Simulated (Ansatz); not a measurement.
Level of theory: DFT PBE, scalar-relativistic, plane waves, PAW (Ansatz 0.2.0). Settings: cutoff 420 eV, Γ-centred meshes spaced at most about 0.3 Å⁻¹, and about 0.25 Å⁻¹ or finer for metals (2π included), Gaussian smearing. No spin polarisation in the final relaxations.

Each of these unrelaxed guesses is relaxed in cell and atoms within its symmetry. A guess keeps its type if space group and coordination stay and the shape of the cell changes little (axis ratios within about 15 %, angles within 6°); the volume may change.

1. Cu2Ni (collinear spin from parallel moments)

```
CELL_PARAMETERS angstrom
2.54438 0.00000 0.00000
-1.27219 2.20350 0.00000
0.00000 0.00000 12.69934
ATOMIC_POSITIONS crystal
Cu 0.33333 0.66667 0.83333
Cu 0.33333 0.66667 0.16667
Cu 0.33333 0.66667 0.50000
Cu 0.66667 0.33333 0.00000
Ni 0.66667 0.33333 0.33333
Ni 0.66667 0.33333 0.66667
```

2. BiTe5

```
CELL_PARAMETERS angstrom
0.00000 4.67664 4.67664
4.67664 0.00000 4.67664
4.67664 4.67664 0.00000
ATOMIC_POSITIONS crystal
Bi 0.00000 0.00000 0.00000
Te 0.25000 0.25000 0.25000
Te 0.12500 0.62500 0.62500
Te 0.62500 0.62500 0.62500
Te 0.62500 0.12500 0.62500
Te 0.62500 0.62500 0.12500
```

3. Sc2InAs3

```
CELL_PARAMETERS angstrom
2.91003 -3.84025 0.00000
2.91003 3.84025 0.00000
0.00000 0.00000 6.37571
ATOMIC_POSITIONS crystal
Sc 0.00000 0.50000 0.87254
Sc 0.50000 0.00000 0.87254
In 0.00000 0.00000 0.78170
As 0.36534 0.63466 0.23223
As 0.63466 0.36534 0.23223
As 0.50000 0.50000 0.56501
```

Question: Which guesses survive the relaxation?

Answer: Guesses 1 and 2 keep their type.

| guess | kept | start group | end group | V start (Å³/atom) | V end | b/a and c/a, end over start | nearest neighbours start | nearest neighbours end |
| --- | --- | --- | --- | --- | --- | --- | --- | --- |
| 1 | yes | P-6m2 | P-6m2 | 11.9 | 11.5 | 1.00, 1.00 | Cu 12, Ni 12 | Cu 12, Ni 12 |
| 2 | yes | F-43m | F-43m | 34.1 | 30.4 | 1.00, 1.00 | Bi 16, Te 6/16 | Bi 16, Te 6/16 |
| 3 | no | Cmm2 | Cmmm | 23.7 | 22.8 | - | As 2, In 4, Sc 2 | As 8, In 8, Sc 8 |

Neighbours count within 15 % of an atom's shortest distance; end groups are read at 0.02 Å (0.05 Å in metals).

Spin–orbit coupling, which can matter for Bi and Te, is left out. In BiTe5 F-43m an odd number of electrons in the primitive cell allows no gap without spin; a larger cell or a magnetic state could open one. A magnetic state wasn't ruled out in cells without spin, among them BiTe5 F-43m. Trial moments died out on the coarse mesh in Cu2Ni P-6m2; another magnetic start might hold. Cells relaxed within their symmetry can be saddle points.

In counts of neighbours, a slash parts the counts of unlike sites.
